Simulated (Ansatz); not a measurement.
## Elastic constants of Ta2Se: input and output

Method: Ansatz 0.2.0, DFT PBEsol, scalar-relativistic, plane waves, PAW.

Launched with:
```bash
ansatz run input.yaml --threads 2 --pin off --max-ram 7168MiB --backend cpu --events-out ev --progress --plain --runs-dir out
```

Input (bare energies are in eV):
```yaml
crystal:
  lattice:
    - [3.352522446, 0.0, 0.0]
    - [0.0, 3.352522446, 0.0]
    - [0.0, 0.0, 9.9305025266]
  atoms:
    - { symbol: Ta, position: [0.5, 0.0, 0.7597729894] }
    - { symbol: Ta, position: [0.0, 0.5, 0.2402270106] }
    - { symbol: Ta, position: [0.5, 0.0, 0.0762464358] }
    - { symbol: Ta, position: [0.0, 0.5, 0.9237535642] }
    - { symbol: Se, position: [0.5, 0.0, 0.3622460956] }
    - { symbol: Se, position: [0.0, 0.5, 0.6377539044] }
basis:
  ecutwfc: 420
kpoints:
  mp_grid: { grid: [10, 10, 4] }
hamiltonian:
  xc: pbesol
scf:
  occupations: { method: fermi_dirac, width: 0.15 }
output:
  forces: true
  stress: true
  eigenvalues: true
elastic:
  mode: relaxed_ion
  amplitude: 0.005
  stencil: two_point
```

From the output:
```
--- Elastic constants: 4 strain directions × 2 members + reference (group order 16) ---
  dense FFT box of the reference and of every strained cell: 24×24×72
  strains applied: 11, 33, 23, 12; error gains: componentwise 1.00 (the most a stress slope's error grows in a printed constant), spectral 1.41 (1 for all six strains in a standard setting)
  reference relaxed by the batch: 3 steps; max|allowed force component| 2.59e-4 eV/Å at the deck's positions, 2.55e-5 at the last accepted step, 2.56e-5 by the solve of record
  largest displacement 2.8e-5 Å; the constants are those of the deck's cell at these positions:
  atoms:
    - { symbol: Ta, position: [0.5, 2.3375321513005963e-39, 0.7597720114894825] }
    - { symbol: Ta, position: [7.012596453901789e-39, 0.5, 0.24022798851051766] }
    - { symbol: Ta, position: [0.5, -1.1687660756502981e-38, 0.07624588707443121] }
    - { symbol: Ta, position: [-2.1037789361705366e-38, 0.5, 0.9237541129255689] }
    - { symbol: Se, position: [0.5, 2.3375321513005963e-39, 0.3622488884967466] }
    - { symbol: Se, position: [7.012596453901789e-39, 0.5, 0.6377511115032536] }
  C = ∂σ_k/∂η_j (tension-positive GPa; Voigt order 11 22 33 23 13 12):
       247.068    116.306     25.885      0.000      0.000     -0.000
       116.306    247.068     25.885      0.000      0.000     -0.000
        25.899     25.899     53.692      0.000      0.000     -0.000
         0.000      0.000      0.000     24.231      0.000      0.000
         0.000      0.000      0.000      0.000     24.231      0.000
        -0.000     -0.000      0.000      0.000      0.000    113.251
  reference stress σ⁰ (GPa):      0.000      0.000     -0.006     -0.000     -0.000     -0.000
  C* (energy form; C + prestress term) asymmetry max|C*_kj − C*_jk| = 7.863e-3 GPa — a small one proves nothing (zero by symmetry where the batch's group is 432, −43m or m−3m); a large one is finite-difference/SCF noise where every solve ...
  moduli (Voigt/Reuss/Hill, GPa): K = 98.22/49.48/73.85   G = 57.66/35.95/46.80   E = 115.92   ν = 0.238
  mechanically stable: yes (min eigenvalue of sym C = 24.23 GPa)
  the stresses are not corrected for the forces that the relaxations left standing (`elastic.f_tol`)
  strain η (Voigt 11):  stress-route row diagonal C_11 = 247.07 GPa, energy-path curvature d²(F+E_count+ΔE)/dδ²/Ω₀ = 247.02 GPa
         δ    σ_11 (GPa) F (eV) n_scf n_hpsi n_pw
    -5.000e-3      -1.2529      -50077.4394086      12  104136   2195   relax 5 steps, max|allowed force component| 2.05e-6 eV/Å
     5.000e-3       1.2178      -50077.4394444      13  111617   2220   relax 4 steps, max|allowed force component| 8.31e-7 eV/Å
  strain η (Voigt 33):  stress-route row diagonal C_33 = 53.69 GPa, energy-path curvature d²(F+E_count+ΔE)/dδ²/Ω₀ = 53.65 GPa
         δ    σ_33 (GPa) F (eV) n_scf n_hpsi n_pw
    -5.000e-3      -0.2903      -50077.4410724      10   55060   2189   relax 5 steps, max|allowed force component| 2.43e-5 eV/Å
     5.000e-3       0.2466      -50077.4411489      14   68409   2219   relax 4 steps, max|allowed force component| 2.72e-6 eV/Å
  strain η (Voigt 23):  stress-route row diagonal C_44 = 24.23 GPa, energy-path curvature d²(F+E_count+ΔE)/dδ²/Ω₀ = 24.23 GPa
         δ    σ_23 (GPa) F (eV) n_scf n_hpsi n_pw
    -5.000e-3      -0.1211      -50077.4413619      13  136186   2205   relax 5 steps, max|allowed force component| 4.26e-5 eV/Å
     5.000e-3       0.1212      -50077.4413619      13  136349   2205   relax 6 steps, max|allowed force component| 4.93e-6 eV/Å
  strain η (Voigt 12):  stress-route row diagonal C_66 = 113.25 GPa, energy-path curvature d²(F+E_count+ΔE)/dδ²/Ω₀ = 113.17 GPa
         δ    σ_12 (GPa) F (eV) n_scf n_hpsi n_pw
    -5.000e-3      -0.5663      -50077.4405922      13   95903   2205   relax 3 steps, max|allowed force component| 2.05e-5 eV/Å
     5.000e-3       0.5663      -50077.4405922      13   95894   2205   relax 3 steps, max|allowed force component| 2.47e-5 eV/Å
```

It took 14 min on 2 threads of Arm Neoverse V1, with other jobs on the host, peak memory 0.92 GiB.

In a metal, frequencies and elastic constants depend on the k mesh and the smearing, soft modes and shear constants most. Spin–orbit coupling is left out, which matters for heavy elements. A semilocal functional can close a gap that the real compound has.